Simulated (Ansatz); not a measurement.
As (A7 type, space group R-3m)

```xyz
2
Lattice="1.8917 1.0922 3.3698 -1.8917 1.0922 3.3698 0.0000 -2.1844 3.3698" Properties=species:S:1:pos:R:3 pbc="T T T"
As     0.0000     0.0000     2.3280
As     0.0000     0.0000     7.7814
```

Two-dimensional scan of atom 2 (As, nearest neighbour As at 2.535 Å; its periodic images, 3.8 Å or more away, move with it): u runs along (0.707, 0.707, 0.000), v along (0.000, 0.000, 1.000) (Cartesian). Cell and other atoms are fixed.

Level of theory: PBE-D3(BJ) (plane waves to 420 eV, PAW, scalar-relativistic; Ansatz, an electronic-structure program). k mesh 9×9×9 (Γ-centred), Fermi-Dirac smearing 0.05 eV. E stands for the smeared free energy. Points where atoms come too close for the PAW data are left out (x in tables, blank in figures). With partly filled bands, energies and forces of such displacements shift with the k mesh and the smearing. Fu and Fv are the components of the force on the atom. As was relaxed with its symmetry unable to fall. ΔE is measured from the undisplaced structure. Axes are in Å.

ΔE (eV/cell), with u across and v down:

| v \ u | -0.630 | -0.420 | -0.210 | 0.000 | 0.210 | 0.420 | 0.630 |
|---|---|---|---|---|---|---|---|
| -0.630 | 0.520 | 0.187 | 0.090 | 0.091 | 0.108 | 0.269 | 0.788 |
| -0.420 | 0.486 | 0.179 | 0.172 | 0.244 | 0.173 | 0.186 | 0.508 |
| -0.210 | 0.708 | 0.245 | 0.125 | 0.130 | 0.110 | 0.176 | 0.492 |
| 0.000 | 1.275 | 0.455 | 0.096 | 0.000 | 0.074 | 0.312 | 0.757 |
| 0.210 | 2.396 | 1.022 | 0.374 | 0.188 | 0.342 | 0.773 | 1.413 |
| 0.420 | 4.124 | 1.985 | 1.022 | 0.754 | 0.978 | 1.590 | 2.450 |
| 0.630 | x | 3.160 | 1.850 | 1.509 | 1.791 | 2.564 | 3.670 |

Fv (eV/Å), with u across and v down:

| v \ u | -0.630 | -0.420 | -0.210 | 0.000 | 0.210 | 0.420 | 0.630 |
|---|---|---|---|---|---|---|---|
| -0.630 | 0.79 | 0.32 | -0.43 | -0.90 | -0.39 | 0.64 | 2.07 |
| -0.420 | -0.41 | -0.14 | -0.11 | -0.17 | -0.04 | 0.20 | 0.66 |
| -0.210 | -1.74 | -0.51 | 0.42 | 0.95 | 0.49 | -0.17 | -0.52 |
| 0.000 | -3.86 | -1.71 | -0.43 | 0.02 | -0.39 | -1.29 | -2.12 |
| 0.210 | -6.85 | -3.71 | -2.26 | -1.84 | -2.21 | -3.13 | -4.14 |
| 0.420 | -9.46 | -5.29 | -3.74 | -3.40 | -3.67 | -4.48 | -5.60 |
| 0.630 | x | -5.74 | -3.94 | -3.52 | -3.85 | -4.61 | -5.87 |

Derived quantities:

| Item | Result |
|---|---|
| Lowest place on the grid | u = 0.000 Å, v = 0.000 Å (0 meV/cell) |

(A displaced cell: forces are minus the slopes of the energy, force constants its curvatures, and phonons follow from these.)
